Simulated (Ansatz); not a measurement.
Relaxed BaHfO3 (cubic perovskite):

```
CELL_PARAMETERS angstrom
      4.12122     0.00000     0.00000
      0.00000     4.12122     0.00000
      0.00000     0.00000     4.12122
ATOMIC_POSITIONS crystal
  Ba 0.00000 0.00000 0.00000
  Hf 0.50000 0.50000 0.50000
  O  0.00000 0.50000 0.50000
  O  0.50000 0.50000 0.00000
  O  0.50000 0.00000 0.50000
```

The atoms are displaced by Q × the pattern below (from a DFPT mode at Γ, largest move 1; Q in Å), at fixed cell. It is one choice among 3 degenerate patterns.

```json
[
 {"atom": "O3", "x": "0.000", "y": "0.000", "z": "-1.000"},
 {"atom": "O5", "x": "0.000", "y": "0.000", "z": "1.000"}
]
```

Atoms not listed stay in place.

All values below come from LDA (plane waves to 420 eV, PAW, scalar-relativistic; Ansatz, a quantum-chemistry and plane-wave program). k mesh 8×8×8 (Γ-centred), Fermi-Dirac smearing 0.05 eV. E stands for the smeared free energy. BaHfO3 is run without spin polarisation. BaHfO3 was relaxed with its symmetry unable to fall. Spin-orbit coupling is left out, though Hf is heavy. ΔE is measured from the undisplaced structure.

The scan covers Q from -0.180 to 0.180 Å in 13 points.

Problem. Which space group does the distorted structure have?

Solution. P-4m2 (No. 115), lowered from Pm-3m.

Problem. Is this a single well or a double well?

Solution. A single well with its minimum at or next to zero displacement.

Problem. Is the energy the same for equal positive and negative displacements?

Solution. Even: the same for both signs.

Problem. What is the energy change at Q = 0.180 Å?

Solution. 77.6 meV/cell.

Problem. What harmonic wavenumber does the curvature at Q = 0 give?

Solution. 191 cm⁻¹.

(A displaced cell: forces are minus the slopes of the energy, force constants its curvatures, and phonons follow from these.)
